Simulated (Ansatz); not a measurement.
An Ansatz (an electronic-structure program) run. Input:

Ansatz 0.2 input:
```yaml
crystal:
  lattice:
    - [0.0, 6.0269838696, 6.0269838696]
    - [6.0269838696, 0.0, 6.0269838696]
    - [6.0269838696, 6.0269838696, 0.0]
  atoms:
    - { symbol: Cs, position: [0.75, 0.75, 0.75] }
    - { symbol: Cs, position: [0.25, 0.25, 0.25] }
    - { symbol: Tl, position: [0.5, 0.5, 0.5] }
    - { symbol: As, position: [0.0, 0.0, 0.0] }
    - { symbol: I, position: [0.7645995037, 0.2354004963, 0.2354004963] }
    - { symbol: I, position: [0.2354004963, 0.7645995037, 0.7645995037] }
    - { symbol: I, position: [0.2354004963, 0.7645995037, 0.2354004963] }
    - { symbol: I, position: [0.7645995037, 0.2354004963, 0.7645995037] }
    - { symbol: I, position: [0.2354004963, 0.2354004963, 0.7645995037] }
    - { symbol: I, position: [0.7645995037, 0.7645995037, 0.2354004963] }
kpoints:
  mp_grid: { grid: [4, 4, 4] }
basis: { xc_grid: 2 }
hamiltonian:
  xc: pbesol
  pseudopotentials: { kind: paw }
scf:
  occupations: { method: fixed }
checkpoint: { read: static.run }
output: { bader: true, populations: true }
```

Output (shortened):

```
Pseudopotentials: kind: paw
Pseudopotential: Cs, paw, valence charge 9
Pseudopotential: Tl, paw, valence charge 13
Pseudopotential: As, paw, valence charge 15
Pseudopotential: I, paw, valence charge 17
Functional definition: PBEsol
Crystal: 10 atoms, lattice volume = 437.855 Å³
Basis set: ecut = 420 eV, 8609 PW (Γ), exchange–correlation on 120×120×120 points (8 copies of the dense FFT grid, shifted against one another)
Bands: 89, of which v1, the nominal top of the filled ones, is band 74 counted from 1 (73 counted from 0)
Symmetry: 48 space group operations
Space group: Fm-3m (ITA 225), of the structure as read, at distance tolerance 7.6e-5 Å
k-points: 8 of 64
PAW frozen core: Cs, regenerated for the run's functional, and the local potential with it
PAW frozen core: Tl, regenerated for the run's functional, and the local potential with it
PAW frozen core: As, regenerated for the run's functional, and the local potential with it
PAW frozen core: I, regenerated for the run's functional, and the local potential with it
Initial density: read from a saved state, or passed on in memory by an earlier SCF of this step, an earlier step, the calling program or the single point that …
Stability of the state it starts from, as read at its close in the unpolarized treatment …
Initial wavefunctions: pseudopotential atomic-orbital guess
Eigensolver: davidson
Functional: x = pbesol(κ = 0.804, μ = 0.12345679012345678), c = pbesol(β = 0.046)
iter 1 solved again at ethr=4.00e-7 eV; its pass at ethr=3.10e-3 eV (dr2=5.92e-4 eV) is discarded
SCF iter   1: F=—  HF=-71882.293108 eV  |F-HF|=—  |Δ(HF+E_count)|=         —  Δρ=6.44e-7  dr2=2.91e-9  ethr=4.00e-7  ⟨swp⟩=3.0  Hψ=4152  notcnv=0  defer=103
all-band conjugate gradients solve this SCF's bands
preconditioner: auto → Resta (q_TF=auto, 2.277 Å⁻¹)
SCF iter   2: F=—  HF=-71882.293269 eV  |F-HF|=—  |Δ(HF+E_count)|=   1.61e-4  Δρ=3.79e-7  dr2=1.66e-9  ethr=1.96e-12  ⟨swp⟩=19.5  Hψ=5176  notcnv=0
SCF iter   3: F=-71882.293269 eV  HF=-71882.293269 eV  |F-HF|=3.20e-10  |Δ(HF+E_count)|=  2.33e-10  Δρ=2.32e-7  dr2=4.22e-10  ethr=1.12e-12  ⟨swp⟩=1.0  Hψ=1484  notcnv=0
SCF 1 converged in 3 iterations: F = -71882.293269 eV  dr2 = 4.22e-10
SCF converged after 3 iterations
Free energy (F): -71882.293269 eV
Harris-Foulkes:  -71882.293269 eV  (|F-HF|=3.20e-10)
Internal energy: -71882.293269 eV  (E = F + TS)
E sigma→0 (E₀):  -71882.293269 eV
Fermi energy:    5.297737 eV
--- Per-component energies (eV) ---
  E_band       = -2832.719591
  E_kinetic    = 1853.677399
  E_local      = -18418.581064  (includes V_loc(G=0)·N_el)
  E_nonlocal   = -820.086979
  E_hartree    = 9189.101371
  E_xc         = -1415.565008
  E_vxc        = -1243.425441  (∫ρ·V_xc dr)
  E_paw        = -50193.428350  (= ΣΔE_a)
  E_vpaw       = -2582.508105  (= ΣTr[D̂ρ^β])
  E_aug_tail   = 0.000122  (compensation charges beyond the density's cutoff)
  E_ewald      = -12081.176626
  E_core_change = 3.765866  (= ΣΔE_core)
  E_smearing   =  0.000000  (= −TS)
  E_closure    =  0.000000  (closes the sum)
  Σ components = -71882.293269   (vs F -71882.293269, Δ=0.00e0)
  [band-id]    e_kinetic+e_local+e_nonlocal+2·e_hartree+e_vxc+e_vpaw+e_augmentation_tail = -2832.721326   (vs E_band -2832.719591, Δ=-1.73e-3)
--- Band table (eV; the first three rows and the last of 8) ---
  k-point 0: bands = ["-39.4746", "-39.4740", "-39.4740", "-39.4740", "-39.4739", "-39.4739", "-39.4249", "-39.4249", "-39.4249", "-39.4244", "-39.4244", "-39.4244", "-39.4242", "-39.4242", "-39.4242", "-39.4236", "-39.4236", "-39.4236", "-39.2864", "-39.2862", "-39.2862", "-39.2862", "-39.2861", "-39.2861", "-39.2855", "-39.2855", "-39.2853", "-39.2853", "-39.2853", "-39.2850", "-31.5307", "-31.5307", "-31.5290", "-31.5290", "-31.5290", "-16.2886", "-16.2866", "-8.3564", "-7.1500", "-7.1500", "-7.1500", "-6.9989", "-6.9989", "-5.6875", "-5.6875", "-5.6875", "-5.6016", "-5.6016", "-5.1817", "-3.1124", "-3.1124", "-3.1124", "-3.0803", "-3.0803", "-3.0803", "-0.4958", "0.4811", "0.4811", "0.4811", "2.3294", "2.3294", "2.3294", "3.4392", "3.4392", "3.4606", "3.4606", "3.4606", "3.6214", "3.6214", "3.6214", "4.2102", "4.2102", "4.2102", "5.2977", "5.9084", "5.9084", "5.9084", "8.0395", "8.7950", "8.8106", "8.8106", "9.2376", "9.2376", "9.2376", "9.5923", "9.5923", "9.5923", "11.0942", "11.0942"]
  k-point 1: bands = ["-39.4745", "-39.4740", "-39.4740", "-39.4740", "-39.4739", "-39.4739", "-39.4249", "-39.4249", "-39.4249", "-39.4244", "-39.4244", "-39.4244", "-39.4242", "-39.4242", "-39.4242", "-39.4237", "-39.4237", "-39.4237", "-39.2863", "-39.2862", "-39.2862", "-39.2862", "-39.2861", "-39.2861", "-39.2855", "-39.2855", "-39.2854", "-39.2854", "-39.2853", "-39.2850", "-31.5307", "-31.5307", "-31.5290", "-31.5290", "-31.5290", "-16.2883", "-16.2869", "-8.3272", "-7.2404", "-7.1817", "-7.1817", "-6.9562", "-6.9562", "-5.6874", "-5.6874", "-5.6873", "-5.6252", "-5.6252", "-5.0724", "-3.1014", "-3.1014", "-3.0850", "-3.0776", "-3.0776", "-3.0624", "-0.9432", "0.6755", "0.6755", "1.1515", "2.2869", "2.3955", "2.3955", "2.9297", "2.9297", "3.2817", "3.2817", "3.3928", "3.5425", "3.6496", "3.6496", "4.0397", "4.0397", "4.0990", "4.1822", "6.6414", "6.6414", "7.0392", "8.5100", "9.0672", "9.0975", "9.0975", "9.5012", "9.5557", "9.5557", "9.7752", "9.7752", "9.7987", "10.5686", "10.5686"]
  k-point 2: bands = ["-39.4745", "-39.4741", "-39.4740", "-39.4740", "-39.4739", "-39.4739", "-39.4249", "-39.4248", "-39.4248", "-39.4245", "-39.4244", "-39.4244", "-39.4242", "-39.4242", "-39.4241", "-39.4237", "-39.4237", "-39.4237", "-39.2863", "-39.2862", "-39.2862", "-39.2862", "-39.2861", "-39.2861", "-39.2855", "-39.2855", "-39.2854", "-39.2854", "-39.2853", "-39.2850", "-31.5307", "-31.5307", "-31.5290", "-31.5290", "-31.5290", "-16.2876", "-16.2876", "-8.2943", "-7.3292", "-7.2045", "-7.2045", "-6.9220", "-6.9220", "-5.6874", "-5.6874", "-5.6872", "-5.6490", "-5.6490", "-4.9651", "-3.0847", "-3.0847", "-3.0809", "-3.0809", "-3.0546", "-3.0466", "-1.2305", "0.9542", "0.9542", "1.9027", "2.1666", "2.2818", "2.2818", "2.6595", "2.6595", "3.0362", "3.0362", "3.2575", "3.2946", "3.6809", "3.7068", "3.7068", "3.9006", "3.9006", "3.9319", "7.4283", "7.4283", "7.9689", "8.7959", "9.1532", "9.1532", "9.2536", "9.5151", "9.7273", "9.7273", "9.8098", "9.8098", "10.5423", "10.7637", "10.7637"]
  k-point 7: bands = ["-39.4745", "-39.4740", "-39.4740", "-39.4740", "-39.4739", "-39.4739", "-39.4249", "-39.4249", "-39.4248", "-39.4244", "-39.4244", "-39.4244", "-39.4242", "-39.4242", "-39.4242", "-39.4238", "-39.4237", "-39.4237", "-39.2863", "-39.2862", "-39.2862", "-39.2862", "-39.2861", "-39.2861", "-39.2855", "-39.2855", "-39.2853", "-39.2853", "-39.2853", "-39.2850", "-31.5307", "-31.5307", "-31.5290", "-31.5290", "-31.5290", "-16.2875", "-16.2875", "-8.2947", "-7.2690", "-7.1613", "-7.1613", "-7.0560", "-6.9478", "-5.8099", "-5.6872", "-5.6872", "-5.6872", "-5.6332", "-4.7834", "-3.0718", "-3.0718", "-3.0641", "-3.0625", "-3.0619", "-3.0516", "-0.9706", "0.6165", "0.6165", "1.2647", "2.2988", "2.2988", "2.4138", "2.7660", "3.0647", "3.0647", "3.3033", "3.3033", "3.4547", "3.4655", "3.4874", "3.8804", "3.8804", "3.9707", "4.4067", "6.3693", "6.3693", "7.6263", "9.3224", "9.8206", "9.8206", "10.0938", "10.1057", "10.1625", "10.1625", "10.2220", "10.4549", "10.4549", "10.5508", "10.9065"]
  band table: 89 of 89 bands, residual norms ≤ 1.0e-3 eV
--- Löwdin populations: 10 sites ---
  site symbol       q [e]
     0     Cs      8.2679
     1     Cs      8.2679
     2     Tl     13.1233
     3     As     14.7394
     4      I     17.2105
     5      I     17.2105
     6      I     17.2105
     7      I     17.2105
     8      I     17.2105
     9      I     17.2105
  spilling = 0.002285 (of n_electrons = 148.000000)
--- Bader charges: 10 sites ---
  site symbol  charge [e]  shift [e]
     0     Cs      0.8457     0.0000
     1     Cs      0.8457     0.0000
     2     Tl      0.4860     0.0000
     3     As      0.5711     0.0004
     4      I     -0.4581     0.0001
     5      I     -0.4581     0.0001
     6      I     -0.4581     0.0001
     7      I     -0.4581     0.0001
     8      I     -0.4581     0.0001
     9      I     -0.4581     0.0001
  shift: an alarm, by how much a part of what the PAW files miss would move the charge. Where it is large, compare
  with a run on PAW files of another source; a small one proves nothing
  estimated error of the sums over rays = 2.5e-4 e
```

Cost: roughly 50 core-seconds on shared cores.

The workflow started from a Materials Project entry (that database holds measured and hypothetical structures alike); the Crystallography Open Database copy checked does not list it. Whether it is the stable phase at ambient conditions was not checked. Symmetry was held in the PBEsol relaxation; whether a distortion lowers the energy is not shown. Spin–orbit coupling is left out wherever it is not named.

Potentials: the later of the program's two PAW sets.

Ansatz is a plane-wave DFT program.
